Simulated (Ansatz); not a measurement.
Polymorphs of Zn, each relaxed with r²SCAN in the plane-wave PAW code Ansatz:

A: fcc (Cu type) (Fm-3m)
a = 3.851 Å, b = 3.851 Å, c = 3.851 Å, α = 90.00°, β = 90.00°, γ = 90.00°

```csv
atom,site,symmetry,x,y,z
Zn,4a,m-3m,0.0000,0.0000,0.0000
```

B: 9R (Sm type) (R-3m)
a = 2.591 Å, b = 2.591 Å, c = 22.660 Å, α = 90.00°, β = 90.00°, γ = 120.00°

| atom | site | symmetry | x | y | z |
|---|---|---|---|---|---|
| Zn | 3a | -3m | 0.0000 | 0.0000 | 0.0000 |
| Zn | 6c | 3m | 0.0000 | 0.0000 | 0.2217 |

**Question.** Order them by energy per atom at 0 K (lowest first) at the level r²SCAN.

**Answer.** B (+0 meV/atom), A (+29 meV/atom)

Not the usual ambient phase: A; B. All cells were relaxed under the symmetry of their starts (and spin orders); stability against distortions was not tested throughout.

Energies hold the estimated change up to a 700 eV cutoff; steps of a few meV lie near the error of the meshes.

Potentials: the later of the program's two PAW sets.
